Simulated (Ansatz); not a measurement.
IrRh5: rattling a relaxed structure

The structure comes from a generated guess, relaxed at this level; another structure or a mixture of phases may lie lower.

The calculation used DFT PBE, scalar-relativistic, plane waves, PAW in Ansatz 0.2.0. Plane waves to 420 eV, a k mesh through Γ of 12×12×8 on the computed 6-atom cell and Gaussian smearing (0.10 eV); no spin polarisation.

The cell below (6 atoms, space group P-62m (No. 189)) is relaxed within its symmetry.

```
CELL_PARAMETERS angstrom
4.72179 0.00000 0.00000
-2.36089 4.08919 0.00000
0.00000 0.00000 4.40082
ATOMIC_POSITIONS crystal
Ir 0.00000 0.00000 0.00000
Rh 0.66667 0.33333 0.00000
Rh 0.33333 0.66667 0.00000
Rh 0.33080 0.00000 0.50000
Rh 0.00000 0.33080 0.50000
Rh 0.66920 0.66920 0.50000
```

For the test a repeat of it with 12 atoms (edges 4.72, 4.72, 8.80 Å) was strained at random (σ = 1.5 % a component), the atoms were moved at random (σ = 0.05 Å), and all was relaxed again on a coarse 6×6×4 mesh (in the run’s order of axes) with 0.20 eV smearing, with no symmetry imposed.

Spin–orbit coupling, which can matter for Ir, is left out.

Task: Is the structure stable against such a distortion?

Result: It returns, within 1 meV/atom of the unmoved cell on that mesh and with the same symmetry when read at 0.1 Å (Cm at 0.01 Å, so small strains and shifts remain). So it is stable against the distortions that fit this cell and that this random move excites. Modes that don't fit the cell aren't tested.
